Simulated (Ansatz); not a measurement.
Y₂Si: from a starting cell to a relaxed one

The relaxed structure here is a generated cell of Y2Si: the first start was made by placing the elements on the sites of a structure type, and the end was not matched to a known phase here, so it may be hypothetical.

The start is a generated cell, Y2Si built in the AFLOW prototype A2B_tP6_136_f_a (C4, as in TiO2). The cell and all atomic positions are relaxed at zero pressure with r2SCAN (plane waves to 500 eV, PAW, scalar-relativistic; Ansatz, an electronic-structure program). The first steps use a coarse 4×4×6 k-mesh.

Starting cell:
```
CELL_PARAMETERS angstrom
      6.16791     0.00000     0.00000
      0.00000     6.16791     0.00000
      0.00000     0.00000     3.97216
ATOMIC_POSITIONS crystal
  Si 0.00000 0.00000 0.00000
  Si 0.50000 0.50000 0.50000
  Y  0.30496 0.30496 0.00000
  Y  0.80496 0.19504 0.50000
  Y  0.19504 0.80496 0.50000
  Y  0.69504 0.69504 0.00000
```

Task: How large is the pressure on the unrelaxed cell, and of which sign?

Result: +19 GPa (positive: the cell is compressed).

Task: What is the largest force in the starting geometry, and on which atom (counted from 1)?

Result: About 1.2 eV/Å, on Y3, Y4, Y5, Y6 (atoms numbered as listed).

Task: How much energy is released per atom?

Result: 0.33 eV/atom.

Task: How does the volume change?

Result: +24.4 %, from 25.19 to 31.32 Å³/atom.

Task: How do the shortest distances between atoms change?

Result: The closest pairs of elements (up to four, under 3.6 Å), start → end: Si–Y 2.62 → 2.82 Å; Y–Y 3.40 → 3.81 Å.

Task: Is the relaxed structure metallic? Give its gap.

Result: No gap (metallic).

Task: Write out the relaxed structure.

Result: 
```cif
data_Si2Y4
_chemical_formula_sum 'Si2 Y4'
_space_group_name_H-M_alt 'P42/mnm'
_space_group_IT_number 136
_space_group_name_Hall '-P 4n 2n'
_cell_length_a 6.68307
_cell_length_b 6.68307
_cell_length_c 4.20789
_cell_angle_alpha 90.000
_cell_angle_beta 90.000
_cell_angle_gamma 90.000
loop_
_atom_site_label
_atom_site_type_symbol
_atom_site_symmetry_multiplicity
_atom_site_Wyckoff_symbol
_atom_site_fract_x
_atom_site_fract_y
_atom_site_fract_z
_atom_site_occupancy
Si1 Si 2 a 0.00000 0.00000 0.00000 1
Y1 Y 4 f 0.29825 0.29825 0.00000 1
```

The space group stays P4₂/mnm (No. 136) (the run could not lower it); the end is AFLOW prototype A2B_tP6_136_f_a (C4, as in TiO2), with 6 atoms in the primitive cell. Final values are on a 7×7×11 k-mesh of the relaxed cell. No spin polarisation in the result.

The run could not lower the symmetry of its start; a shaken copy of this end point relaxes with r2SCAN to Cmcm (No. 63), 0.24 eV/atom lower.
